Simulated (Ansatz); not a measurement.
A trial structure of Bi6O was built thus: species swapped into a database cell of Ti6O (P-31m, No. 162), with Bi on the Ti sites. Its size is a rough estimate.

```
Bi O
1.0
     6.53179    0.00000    0.00000
    -3.26590    5.65670    0.00000
     0.00000    0.00000    6.03522
Bi O
6 1
Direct
  0.33300 0.00000 0.25000
  0.00000 0.33300 0.25000
  0.66700 0.66700 0.25000
  0.00000 0.66700 0.75000
  0.66700 0.00000 0.75000
  0.33300 0.33300 0.75000
  0.00000 0.00000 0.00000
```

Computed with DFT PBE, scalar-relativistic, plane waves, PAW (Ansatz 0.2.0). Cutoff 420 eV, Gaussian smearing, Γ-centred meshes. Cell and atoms relax first on a coarse mesh, the cell is then made exact in the group found at 0.06 to 0.08 Å, and last on a converged mesh; the steps can't lower the symmetry of their start. No spin polarisation.

A guess keeps its type if space group and coordination stay and the shape of the cell changes little (axis ratios within about 15 %, angles within 6°); the volume may change.

**Question.** Will the relaxed cell still be of the starting type?

**Answer.** It keeps its type. The symmetry stays P-31m (No. 162). The volume per atom shrinks by 12.4 %, from 31.9 to 27.9 Å³. The shortest distance stays 2.65 Å (Bi–O). The ratio c/a of the conventional cell changes by a factor of 1.02. Counting neighbours within 15 % of an atom's shortest distance, the start has Bi 1, O 6 and the end Bi 1, O 6.

The last run used a 6×6×6 mesh for its 7-atom cell and Gaussian smearing of 0.10 eV. Spin–orbit coupling, which can matter for Bi, is left out. A structure relaxed within its symmetry needn't be a true minimum. Another cell of the same search, in R3, lies 60 meV/atom lower, so this cell isn't the stable form at this level.
